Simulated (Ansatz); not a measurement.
MgS:
```yaml
crystal:
  lattice:
    - [4.02841, 0.00000, 0.00000]
    - [-2.01420, 3.48870, 0.00000]
    - [0.00000, 0.00000, 6.45586]
  atoms:
    - { symbol: Mg, position: [0.66667, 0.33333, 0.00293] }
    - { symbol: Mg, position: [0.33333, 0.66667, 0.50293] }
    - { symbol: S, position: [0.66667, 0.33333, 0.62227] }
    - { symbol: S, position: [0.33333, 0.66667, 0.12227] }
```

Tensor components refer to the Cartesian frame of this cell.

Give the proper piezoelectric stress tensor with relaxed ions from plane-wave PAW r²SCAN (Ansatz code).

In C/m², rows x, y, z, Voigt columns; mesh uncertainty up to 0.00.
```
 0.00   0.00   0.00   0.00   0.19   0.00
 0.00   0.00   0.00   0.19   0.00   0.00
 0.26   0.26  -0.61   0.00   0.00   0.00
```

The elastic tensor of the same run (GPa):

|  | 1 | 2 | 3 | 4 | 5 | 6 |
|---|---|---|---|---|---|---|
| 1 | 90.5 | 49.8 | 42.6 | 0.0 | 0.0 | 0.0 |
| 2 | 49.8 | 90.5 | 42.6 | 0.0 | 0.0 | 0.0 |
| 3 | 42.6 | 42.6 | 87.5 | 0.0 | 0.0 | 0.0 |
| 4 | 0.0 | 0.0 | 0.0 | 20.0 | 0.0 | 0.0 |
| 5 | 0.0 | 0.0 | 0.0 | 0.0 | 20.0 | 0.0 |
| 6 | 0.0 | 0.0 | 0.0 | 0.0 | 0.0 | 20.4 |

Convert to strain constants d = e·S.

In pC/N:
```
  0.0    0.0    0.0    0.0    9.4    0.0
  0.0    0.0    0.0    9.4    0.0    0.0
  5.6    5.6  -12.5    0.0    0.0    0.0
```

Space group P6_3mc (wurtzite). A made-up cell: these elements were put on the sites of a structure type; the Crystallography Open Database copy checked does not list it. COD files the formula under space group No. 225, so this cell is another polymorph or a model. Whether it is the stable phase at ambient conditions was not checked. Symmetry was held in the r²SCAN relaxation; its stability against distortions is not shown here.

Potentials: the later of the program's two PAW sets.
